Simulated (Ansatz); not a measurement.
**BiTe: a ladder of calculations**

Cell of run 1: a COD entry, taken as it stands.

Space group P-3m1 (No. 164); a = 4.4220, c = 24.0500 Å, γ = 120.00°.

```csv
site,Wyckoff,site symmetry,x,y,z
Bi1,2c,3m.,0.0000,0.0000,0.1252
Bi3,2d,3m.,0.3333,0.6667,0.2922
Bi5,2d,3m.,0.6667,0.3333,0.4593
Te7,2d,3m.,0.3333,0.6667,0.0530
Te9,2d,3m.,0.6667,0.3333,0.2111
Te11,2c,3m.,0.0000,0.0000,0.3631
```

One atom of each set is listed.

Relaxed positions (PBE, cell held):

Bi1 (0.0000, 0.0000, 0.1248)
Bi3 (0.3333, 0.6667, 0.2916)
Bi5 (0.6667, 0.3333, 0.4650)
Te7 (0.3333, 0.6667, 0.0536)
Te9 (0.6667, 0.3333, 0.2087)
Te11 (0.0000, 0.0000, 0.3636)

All runs are DFT with Ansatz 0.2.0 (plane waves and PAW, scalar-relativistic unless spin–orbit coupling is named, Γ-centred meshes, Fermi–Dirac smearing where given) in this cell.

Run 1: PBE, atoms as given; 420 eV, 11×11×2 k-points, smearing 0.02 eV.
Run 2: PBE, atoms relaxed; 420 eV, 11×11×2 k-points, smearing 0.05 eV.
Run 3: r2SCAN, at the relaxed atoms; 500 eV, 11×11×2 k-points, smearing 0.05 eV.
Run 4: PBE with spin–orbit coupling, at the relaxed atoms; 420 eV, 11×11×2 k-points, smearing 0.05 eV.
Run 5: LDA, at the relaxed atoms; 420 eV, 11×11×2 k-points, smearing 0.05 eV.
Run 6: PBEsol, at the relaxed atoms; 420 eV, 11×11×2 k-points, smearing 0.05 eV.

```
run  Bi1 V_zz (η)  Bi5 V_zz (η)  Te7 V_zz (η)  Te9 V_zz (η)  Te11 V_zz (η)
  1   1.60 (0.00)  12.83 (0.00)  0.038 (0.00)   8.18 (0.00)   0.080 (0.00)
  2   0.77 (0.00)   6.26 (0.00)  -1.35 (0.00)   8.10 (0.00)    0.40 (0.00)
  3   1.35 (0.00)   4.47 (0.00)  -2.68 (0.00)   8.20 (0.00)   -0.54 (0.00)
  4   0.67 (0.00)   6.19 (0.00)   1.74 (0.00)   9.41 (0.00)    2.80 (0.00)
  5             ?             ?             ?             ?              ?
  6   0.78 (0.00)   6.63 (0.00)  -1.16 (0.00)   7.96 (0.00)    0.49 (0.00)
```

V_zz in 10²¹ V/m²; 5 of the 6 sets of like atoms are followed.

(1) Estimate the row of run 5.

## Answers

(1) Bi1: 0.88 (0.00); Bi5: 6.82 (0.00); Te7: -1.10 (0.00); Te9: 8.00 (0.00); Te11: 0.53 (0.00). It lies nearest to run 6, from whose tensors on these sites it differs by 0.19 at most (largest principal value of the difference, on Bi5). Taken one at a time, the positions of the atoms (as given or relaxed) move the tensors on these sites by up to 6.58 (largest principal value of the change, on Bi5), spin–orbit coupling by 3.09 (Te7), the functional (between the two that differ most) by 2.34 (Bi5).

In runs 2, 3, 4, 5, 6 the gap is small for the k-mesh or the smearing, and small gradients can still move by 0.1 × 10²¹ V/m² or more. In run 1 there is no gap above 0.1 eV, so the gradients can move by 10 % or more with the k-mesh. In runs 1, 3, 4 the atoms aren't at the calculated equilibrium (largest force 1.3, 0.27, 0.26 eV/Å).
